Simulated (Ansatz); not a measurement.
K: computed property card

K:
```yaml
crystal:
  lattice:
    - [2.38338, -4.12649, 0.00000]
    - [2.38338, 4.12649, 0.00000]
    - [0.00000, 0.00000, 7.71783]
  atoms:
    - { symbol: K, position: [0.83321, 0.16679, 0.25000] }
    - { symbol: K, position: [0.16679, 0.83321, 0.75000] }
```

Space group P6_3/mmc (No. 194), hcp (Mg type); conventional cell a = 4.766 Å, b = 4.766 Å, c = 7.718 Å, α = 90.00°, β = 90.00°, γ = 120.00°.

Method: the program Ansatz at the r²SCAN+D4 level (PAW). Structure relaxed to zero pressure with the same functional. Other levels are named where they apply.

### Cell and energy

- Volume per atom: 75.90 Å³
- Density: 0.86 g/cm³

### Electronic structure

- Electronic character: metallic (no gap)
- Density of states at the Fermi level: 0.77 states/eV per atom (mean over ±0.08 eV)

The workflow started from a Materials Project entry (that database holds measured and hypothetical structures alike); the Crystallography Open Database copy checked does not list it. It is not the phase usual at ambient conditions (space group No. 229). Symmetry was held in the r²SCAN+D4 relaxation; whether a distortion lowers the energy is not shown. The pairwise dispersion correction was not fitted to metals. Point labels and valley counts follow the cell and symmetry of the run, lower than the named group. Axis ratios of metals converge slowly with the k-mesh, so a and c are less sure than the volume.

Potentials: the later of the program's two PAW sets.
